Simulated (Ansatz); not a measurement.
Structure types of Ge were relaxed at one common pressure (all-electron LAPW in Ansatz 0.2.0 under LDA, scalar-relativistic, no spin polarisation, zero temperature). They take these volumes:

```
            type  space group  V (Å³/atom)
             bcc        Im-3m        14.61
             hcp     P6_3/mmc        14.66
         diamond        Fd-3m        17.98
        beta tin     I4_1/amd        14.79
simple hexagonal       P6/mmm        14.77
```

At about which pressure, and is the densest type also the lowest in enthalpy?

25 GPa. The densest is bcc, and it is 103 meV/atom above beta tin: its gain in pV doesn't pay for its higher energy here.
